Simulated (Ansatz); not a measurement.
**What DFT gives for LiFeAs**

```
CELL_PARAMETERS angstrom
3.79878 0.00000 0.00000
0.00000 3.79878 0.00000
0.00000 0.00000 6.36703
ATOMIC_POSITIONS crystal
As 0.25000 0.25000 0.23626
As 0.75000 0.75000 0.76374
Fe 0.75000 0.25000 0.00000
Fe 0.25000 0.75000 0.00000
Li 0.25000 0.25000 0.65500
Li 0.75000 0.75000 0.34500
```

Level: r2SCAN, no spin polarisation; 500 eV; 9×9×6 Γ-centred mesh; cold occupations (width 0.0914 eV); Ansatz 0.2.0, fixed geometry.

**Question.** What happens at the Fermi level?

**Answer.** It is a metal, with about 4.9 states/eV a cell as the mean within 0.25 eV of the Fermi level, mostly Fe d (91 %).

**Question.** Which atom feels the largest force, and which way?

**Answer.** The largest is on As1 (and as large on other atoms): 1.87 eV/Å, components (0.00, 0.00, -1.87). It makes 52° with the line to a nearest neighbour, Fe3 at 2.42 Å.

**Question.** How is the charge shared?

**Answer.** Bader charges in e: Li +0.88, Fe +0.17, As -1.05. In the mean Li gives up most and As takes most.

**Question.** What does the stress say?

**Answer.** The pressure is -9.4 GPa (compression positive), so with the atoms held at these fractions the cell would first shrink; the forces are large, so a full relaxation may end otherwise. The principal stresses -11.5, -8.3, -8.3 GPa differ, so its shape would change too.

Origin: a database entry at a rescaled volume. Caveats: no spin polarisation, so a magnetic state may lie lower; atoms or cell far from equilibrium.
